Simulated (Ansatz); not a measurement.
NaF (rocksalt), relaxed with r2SCAN, was run in the PAW code Ansatz under altered settings. All numbers are computed, without spin polarisation but where a row says otherwise.

```yaml
crystal:
  lattice:
    - [0.00000, 2.29717, 2.29717]
    - [2.29717, 0.00000, 2.29717]
    - [2.29717, 2.29717, 0.00000]
  atoms:
    - { symbol: Na, position: [0.00000, 0.00000, 0.00000] }
    - { symbol: F, position: [0.50000, 0.50000, 0.50000] }
```

The base run's other keys:
```yaml
kpoints:
  mp_grid: { grid: [4, 4, 4] }
hamiltonian:
  xc: hse06
scf:
  occupations: { method: fixed }
  n_extra_bands: 4
```

It takes 12 iterations with 459 plane waves at 420 eV and 8 k points, and leaves a mean stress of +1.51 GPa. The gap over this mesh is 8.636 eV. It ran on 4 threads of Arm Neoverse N1, with other jobs on the host.

Outcomes, with energy and stress as changes against the base:
```tsv
setting	outcome	ΔF (meV/atom)	Δ mean stress (GPa)	gap on the mesh (eV)	iterations	wall time
PBE hybrid, exx coeff 0.35, unscreened	converged	–	-0.9	10.612	12	3.2 s
hamiltonian.xc: cam_b3lyp	converged	–	-1.9	11.840	12	3.9 s
PBE hybrid, exx coeff 0.75, omega 0.2078 1/Å	converged	–	-3.8	13.197	17	4 s
PBE hybrid, exx coeff 0.75, unscreened	converged	–	-3.9	15.540	17	3.8 s
basis.ecutrho_ratio: 8	converged	0.0	0.0	8.636	12	3.7 s
```
A dash marks a value that wasn't obtained or can't be compared. Stress is positive in compression. The base took 3.3 s.

- PBE hybrid, exx coeff 0.35, unscreened. That is 35 % exact exchange, at all ranges, against HSE06's 25 % screened at 0.208 1/Å. The mean stress moves by -0.9 GPa and the gap on the mesh by +1.976 eV (to 10.612). Totals of different functionals aren't comparable.
- hamiltonian.xc: cam_b3lyp. The mean stress moves by -1.9 GPa and the gap on the mesh by +3.204 eV (to 11.840). It's another functional on the same cell, so totals aren't comparable.
- PBE hybrid, exx coeff 0.75, omega 0.2078 1/Å. That is 75 % exact exchange, screened with ω = 0.2078 1/Å, against HSE06's 25 % screened at 0.208 1/Å. The mean stress moves by -3.8 GPa and the gap on the mesh by +4.561 eV (to 13.197). Totals of different functionals aren't comparable. The program warns that on this mesh the truncation of the exchange isn't bounded, so part of the change can be an error of the mesh.
- PBE hybrid, exx coeff 0.75, unscreened. That is 75 % exact exchange, at all ranges, against HSE06's 25 % screened at 0.208 1/Å. The mean stress moves by -3.9 GPa and the gap on the mesh by +6.904 eV (to 15.540). Totals of different functionals aren't comparable.

Within 1 meV an atom, 0.1 GPa and 0.005 eV of the base stay: basis.ecutrho_ratio: 8.

The program warns that its thresholds are loose for a hybrid's stress.

The meshes of the hybrids are coarse, so their gaps aren't converged to the digits shown.
